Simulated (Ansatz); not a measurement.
**Step by step: TiHg, relaxation of cell and atoms**

The calculation used Ansatz 0.2.0, DFT, PBEsol, all-electron LAPW, scalar-relativistic.

Command: `ansatz run input.yaml --threads 1 --pin off --max-ram 2048MiB --backend cpu --events-out ev --progress --plain --runs-dir out` The run took about 58 s on 1 thread of a shared machine.

```yaml
crystal:
  lattice:
    - [2.9786039824, 0.0, 0.0]
    - [0.0, 2.9786039824, 0.0]
    - [0.0, 0.0, 4.0001790273]
  atoms:
    - { symbol: Ti, position: [0.5, 0.5, 0.5] }
    - { symbol: Hg, position: [0.0, 0.0, 0.0] }
kpoints:
  mp_grid: { grid: [11, 11, 8] }
scf:
  occupations: { method: fermi_dirac, width: 0.05 }
hamiltonian:
  xc: pbesol
  pseudopotentials: { kind: all_electron, lapw: { basis_error: 0.001 } }
output:
  forces: true
  stress: true
relax:
  f_tol: 0.005
  max_steps: 80
  cell: {}
```

Spin–orbit coupling is left out, though it moves levels of the heavy atoms by tenths of an eV or more.

The cell comes from COD entry 1522697, which wasn't checked; take it as a given geometry. The listed cell was then made from it by scaling, straining or moving an atom.

Each frame lists the cell vectors (Å), then Cartesian positions (Å); symmetry keeps all forces zero. Free energies count from the first step, -556892.2944 eV.

The walk took 5 evaluations in all; steps that aren't listed are left out.

Step 1: E = 0.0 meV, P = 0.68 GPa

```
cell 2.9786 0.0000 0.0000 0.0000 2.9786 0.0000 0.0000 0.0000 4.0002
Ti    1.4893    1.4893    2.0001
Hg    0.0000    0.0000    0.0000
```

Step 2:

```
cell 2.9754 0.0000 0.0000 0.0000 2.9754 0.0000 0.0000 0.0000 4.0624
Ti    1.4877    1.4877    2.0312
Hg    0.0000    0.0000    0.0000
```

Step 3: E = -2.6 meV, P = 0.02 GPa

```
cell 2.9582 0.0000 0.0000 0.0000 2.9582 0.0000 0.0000 0.0000 4.0725
Ti    1.4791    1.4791    2.0362
Hg    0.0000    0.0000    0.0000
```

(1) Give the energy, pressure of step 2.

(2) How does the relaxation end?

Answers

(1) E = -1.4 meV, P = -1.05 GPa
```
Ti    1.4877    1.4877    2.0312
Hg    0.0000    0.0000    0.0000
```

(2) It converges, with a = 2.961 Å, b = 2.961 Å, c = 4.066 Å, α = 90.00°, β = 90.00°, γ = 90.00° (conventional cell, space group P4/mmm). The last solve (on a basis chosen afresh for the final cell, so its energy is not quite comparable) gives E = -2.6 meV, P = 0.00 GPa:
```
cell 2.9609 0.0000 0.0000 0.0000 2.9609 0.0000 0.0000 0.0000 4.0662
Ti    1.4804    1.4804    2.0331
Hg    0.0000    0.0000    0.0000
```
